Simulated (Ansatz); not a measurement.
## CdS (F-43m): G0W0 and the band count and response cutoff

```
CELL_PARAMETERS angstrom
0.00000 2.90900 2.90900
2.90900 0.00000 2.90900
2.90900 2.90900 0.00000
ATOMIC_POSITIONS crystal
Cd 0.00000 0.00000 0.00000
S 0.25000 0.25000 0.25000
```

Held fixed (Ansatz):

- orbitals: PBE
- datasets: soft PAW set, first generation
- k mesh: 6×6×6
- frequencies: plasmon pole, fitted at the program's default frequency
- q → 0 term: analytic weight of Carrier, Rohra and Görling
- band sums: cut at the band count
- spin-orbit coupling: off

The gap is read direct at Γ, linearised, between the Kohn-Sham band edges among the points solved. The direct gap is read between the top filled and lowest empty Kohn-Sham band at Γ. ε∞ is the electronic dielectric constant on this mesh. Wave cutoffs: 420, 420, 420, 420 eV in the order of the series.

| bands, response cutoff | KS gap (eV) | G0W0 gap (eV) | direct at Γ (eV) | ε∞ |
| --- | --- | --- | --- | --- |
| 235 empty bands, 113.3 eV | 1.16 | 1.98 | 1.98 | 6.9 |
| 339 empty bands, 143.3 eV | 1.16 | 2.00 | 2.00 | 6.9 |
| 483 empty bands, 180 eV | 1.16 | 2.02 | 2.02 | 6.9 |
| 916 empty bands, 280 eV | 1.16 | 2.05 | 2.05 | 6.9 |

From first to last the gap increases by 0.07 eV. The last step is +0.034 eV, where a law in one over the count of all bands, filled ones included, through the two points before it would give +0.018 eV. The series doesn't follow that law, so the basis limit can't be read from it.

Soft PAW datasets can miss an all-electron G0W0 gap by more than 5 %. Band sums or response are cut, so the gap isn't at its basis limit. Filled d shells converge slowest, and with PAW files the limit can differ from the all-electron one by tenths of an eV. Meshes this coarse can overestimate the dielectric constant by a tenth and more.
